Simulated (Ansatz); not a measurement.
## Data sheet: SiC₃ (DFT)

SiC₃:
```xyz
4
Lattice="2.7967 0.0000 0.0000 0.0000 2.7967 0.0000 0.0000 0.0000 4.0909" Properties=species:S:1:pos:R:3 pbc="T T T"
C      0.0000     0.0000     0.0000
C      0.0000     1.3983     3.2165
Si     1.3983     1.3983     2.0454
C      1.3983     0.0000     0.8743
```

Space group P-4m2 (No. 115); conventional cell a = 2.797 Å, b = 2.797 Å, c = 4.091 Å, α = 90.00°, β = 90.00°, γ = 90.00°.

Method: r²SCAN in the plane-wave PAW code Ansatz. The cell and atoms are relaxed at this level. Other levels are named where they apply.

Cell and energy:

```yaml
volume_per_atom: 8.00 Å³
density: 3.33 g/cm³
Formation energy from the elements (no fitted shifts): 0.48 eV/atom
```

Electronic structure:

```yaml
band_gap: 1.64 eV (indirect)
valence_band_maximum: at Γ
conduction_band_minimum: on the M–Γ line, 16 % of the way from M (4 equivalent valleys)
smallest_direct_gap_on_the_standard_path: 2.15 eV
electron_effective_mass: 0.40, 0.44, 0.62 mₑ (principal values)
Hole effective mass, band 1 of 2 at the edge: 5.6 along x, 0.51 along z (mₑ)
Hole effective mass, band 2 of 2 at the edge: 0.20 along x, 0.51 along z (mₑ)
HSE06 gap on the r²SCAN cell: 2.33 eV
```

Mechanics:

```yaml
Bulk modulus (Birch–Murnaghan fit): 286 GPa
Pressure derivative B′: 3.9
Elastic constants (relaxed ions, GPa): C11 = 664, C12 = 20.8, C13 = 135, C33 = 702, C44 = 318, C66 = 196
mechanical_stability: stable (all eigenvalues of C positive)
hill_bulk_and_shear_moduli: 289 and 277 GPa
Young's modulus: 629 GPa
Poisson's ratio: 0.14
debye_temperature_from_the_elastic_constants: 1490 K
Piezoelectric stress constants (proper, relaxed ions, C/m²): e15 = 0.07, e24 = -0.07, e31 = -0.27, e32 = 0.27
```

Charges:

```yaml
bader_charges: C -1.49 to +0.03, Si +2.94 e
```

The start of the workflow was typed in or built on a structure type; neither database checked (COD, Materials Project) lists it. Its standing as an ambient phase is unchecked. The r²SCAN relaxation kept the symmetry of its start; whether a distortion lowers the energy is not shown. Its formation energy is positive at this level, so the cell may be metastable or incomplete. Signs of piezoelectric constants follow the polarity of the cell as given. The references are the lowest solids computed at this level, not always the standard phases.

Potentials: the earlier of the program's two PAW sets. The files were generated under PBE; for other functionals the program regenerates the frozen cores, and for LDA and PBEsol the local potential too.
